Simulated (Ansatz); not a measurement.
With DFT-PBEsol in the program Ansatz with PAW potentials, ScPt3N in the anti-perovskite structure (Pm-3m) relaxes to a = 4.186 Å. Sc has 12 nearest neighbours from 2.96 Å (cuboctahedral); N has 6 nearest neighbours from 2.09 Å (octahedral). Against the elements it lies at -0.13 eV/atom, with no fitted shifts.

Electronic character: metallic (no gap). Gap from PBEsol with spin–orbit coupling: none (metallic).

The bulk modulus is 2100 kbar. The relaxed-ion elastic constants in GPa are C11 = 288, C12 = 171, C44 = -21.3. The highest mode at Γ lies at 214 cm^-1.

The start of the workflow was typed in or built on a structure type; neither database checked (COD, Materials Project) lists it. Its standing as an ambient phase is unchecked. The cell was relaxed with PBEsol under the symmetry of its start. At this level the phase is dynamically unstable (imaginary phonons). The run is not spin-polarised. As this level gives no gap, shear constants depend on the k-mesh and smearing (Fermi–Dirac, 0.1 eV here). As this level gives no gap, phonon frequencies hold no LO–TO term and depend on the k-mesh and smearing (Fermi–Dirac, 0.1 eV here). The references are the lowest solids computed at this level, not always the standard phases (solids in place of the gases). Scalar-relativistic: spin–orbit coupling is off unless named, which matters more the heavier the elements.

Potentials: the earlier of the program's two PAW sets. The files were generated under PBE; for other functionals the program regenerates the frozen cores, and for LDA and PBEsol the local potential too.
